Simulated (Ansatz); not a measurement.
YTi2Ga4:
```
YTi2Ga4
1.0
   -3.35808     3.35808     2.72485
    3.35808    -3.35808     2.72485
    3.35808     3.35808    -2.72485
Y Ga Ti
1 4 2
Cartesian
  0.00000   0.00000   0.00000
  2.03970   2.03970   0.00000
  1.31838  -1.31838   2.72485
  1.31838   1.31838   2.72485
 -1.31838   1.31838   2.72485
  0.00000   3.35808   1.36242
  3.35808   0.00000   1.36242
```

Relaxed with r²SCAN.

**Question.** Map the valence electron density (e/Å³), cut off at 2 on the plane through (0.000, 0.000, 0.000) spanned by u = [0, 0, 1] and v = [1, -1, 0] in lattice vectors, from plane-wave PAW r²SCAN (Ansatz code).

**Answer.** x is the fraction of u, y of v (the angle between them is 90°; rows are the nearest grid lines); atoms in the plane: Y at (0.00, 0.00), Ga at (0.00, 0.30), Ga at (0.00, 0.70), Ti at (0.50, 0.75), Ti at (0.50, 0.25).
```
|9999620000000000000000269999|
|9997310000000000000000137999|
|9863100000000000000000013689|
|0000000000000000000000000000|
|0000000000126996210000000000|
|3321100001799999971000011233|
|9963100002999999992000013699|
|9999210000399999930000129999|
|9993110000001111000000113999|
|1110000000000000000000000111|
|0000000000000000000000000000|
|0000000111100000011110000000|
|0000000111100000011110000000|
|0000000000000000000000000000|
|1110000000000000000000000111|
|9993110000001111000000113999|
|9999210000399999930000129999|
|9963100002999999992000013699|
|3321100001799999971000011233|
|0000000000126996210000000000|
|0000000000000000000000000000|
|9863100000000000000000013689|
|9997310000000000000000137999|
|9999620000000000000000269999|
```
Scale: ten equal steps from 0.119 (start of '0') to 2.00 (end of '9'), in the order '0123456789'; x runs from 0.000 to 1.00, y from 0.000 (bottom) to 1.00 (top).

The density is the valence pseudo-density with augmentation charge, so density and ELF within about 1 Å of a nucleus are not all-electron values.

Space group I4/mmm. The workflow started from an entry of the Crystallography Open Database (COD). Whether it is the stable phase at ambient conditions was not checked. The r²SCAN relaxation kept the symmetry of its start; its stability against distortions is not shown here. No spin polarisation was allowed.

Potentials: the later of the program's two PAW sets.
